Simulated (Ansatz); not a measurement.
Input and command of a plane-wave DFT calculation in Ansatz:

```yaml
crystal:
  lattice:
    - [5.2607302616, 0.0, 0.0]
    - [0.0, 5.2607302616, 0.0]
    - [0.0, 0.0, 5.2607302616]
  atoms:
    - { symbol: "Y", position: [0.25, 0.25, 0.25] }
    - { symbol: "Y", position: [0.25, 0.75, 0.75] }
    - { symbol: "Y", position: [0.75, 0.75, 0.25] }
    - { symbol: "Y", position: [0.75, 0.25, 0.75] }
    - { symbol: "N", position: [0.0, 0.0, 0.0] }
    - { symbol: "N", position: [0.5, 0.5, 0.5] }
basis:
  ecutwfc: 420
kpoints:
  mp_grid: { grid: [8, 8, 8] }
hamiltonian:
  xc: pbe
scf:
  occupations: { method: gaussian, width: 0.1 }
output:
  forces: true
  stress: true
  eigenvalues: true
relax:
  adjacent_minimum: "off"
  f_tol: 0.01
  max_steps: 80
  cell: { stress_tol: 0.05 }
```

```bash
ansatz run input.yaml --threads 1 --pin off --max-ram 2560MiB --backend cpu --events-out ev --progress --plain --runs-dir out
```

Processor: Intel(R) Xeon(R) Platinum 8259CL CPU @ 2.50GHz (Skylake/Cascade Lake), 1 thread, on a host shared with other jobs.

How long does it run, and how much memory does it take?

About 55 s on 1 thread of Intel(R) Xeon(R) Platinum 8259CL CPU @ 2.50GHz (Skylake/Cascade Lake), on a shared host, peak memory 0.51 GiB. It solves 33 bands at 35 k points (the mesh reduced by the symmetry that the task leaves, which can be less than the crystal's) with about 2897 plane waves (on the last cell), in 22 SCF iterations over 4 ionic steps.
